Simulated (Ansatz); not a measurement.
KCu4Se3:
```
KCu4Se3
1.0
    3.92013     0.00000     0.00000
    0.00000     3.92013     0.00000
    0.00000     0.00000     9.74567
Cu Se K
4 3 1
Cartesian
  0.00000   1.96006   1.57658
  1.96006   0.00000   1.57658
  0.00000   1.96006   8.16908
  1.96006   0.00000   8.16908
  1.96006   1.96006   0.00000
  0.00000   0.00000   2.95836
  0.00000   0.00000   6.78730
  1.96006   1.96006   4.87283
```

Relaxed with PBEsol.

### Question
Give the Bader charges and basin volumes of the independent atoms, DFT-PBEsol in the program Ansatz with PAW potentials.

### Answer


```csv
atom,Bader charge (e),Bader volume (Å³)
Cu1,+0.32,13.6
Se5,-0.60,20.4
Se6,-0.73,27.4
K8,+0.78,20.1
```

Space group P4/mmm. The workflow started from an entry of the Crystallography Open Database (COD, 293 K). Whether it is the stable phase at ambient conditions was not checked. Symmetry was held in the PBEsol relaxation; its stability against distortions is not shown here. The run is not spin-polarised.

Potentials: the later of the program's two PAW sets.
